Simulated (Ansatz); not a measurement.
## Quasiparticle levels of GaP (F-43m)

Computed with G0W0@PBE, plasmon-pole screening, soft PAW set, first generation in Ansatz.

Input:

```yaml
crystal:
  lattice:
    - [0.0, 2.7255, 2.7255]
    - [2.7255, 0.0, 2.7255]
    - [2.7255, 2.7255, 0.0]
  atoms:
    - { symbol: Ga, position: [0, 0, 0] }
    - { symbol: P, position: [0.25, 0.25, 0.25] }
kpoints:
  mp_grid: { grid: [6, 6, 6], shift: [0, 0, 0] }
hamiltonian:
  xc: pbe
  pseudopotentials: { kind: paw }
scf:
  occupations: { method: fixed }
  convergence: { dr2_threshold: "1e-9 eV" }
  lower_state_search: "off"
output:
  forces: false
  stress: false
gw:
  n_empty_bands: 728
  ecut_chi: 280.0
  qp_bands: [v1, c1]
  qp_kpoints: [[0, 0, 0], [0, 0.5, 0.5], [0, 0, 0.5]]
  ecutfock_ratio: 2
```

The input is rewritten from the run's settings (development build, wave cutoff 420 eV).

Linearised quasiparticle energies, zero at the top filled Kohn-Sham level among these points. VB is the top filled band, CB the lowest empty one. The wave cutoff came out at 420 eV.

```
k  band  ε_KS (eV)  Σx − Vxc (eV)  Σc (eV)     Z  ε_QP (eV)
Γ    VB       0.00          -1.73     0.87  0.78      -0.66
Γ    CB       1.83           4.46    -4.29  0.79       1.96
L    VB      -1.12          -2.17     1.24  0.78      -1.84
L    CB       1.67           4.12    -4.03  0.79       1.74
X    VB      -2.68          -2.82     1.78  0.77      -3.48
X    CB       1.65           3.69    -3.87  0.80       1.50
```

The gap (from Γ to X) opens from 1.65 eV to 2.17 eV.

Electronic (ion-clamped) dielectric constant on this mesh, from the head of the inverse dielectric matrix: 12.2.

Soft PAW datasets can miss an all-electron G0W0 gap by more than 5 %. Spin-orbit coupling is left out. Band sums or response are cut, so the gap isn't at its basis limit. Filled d shells converge slowest, and with PAW files the limit can differ from the all-electron one by tenths of an eV. The gap is read among the points solved; the crystal's band edges can lie elsewhere. Meshes this coarse can overestimate the dielectric constant by a tenth and more.
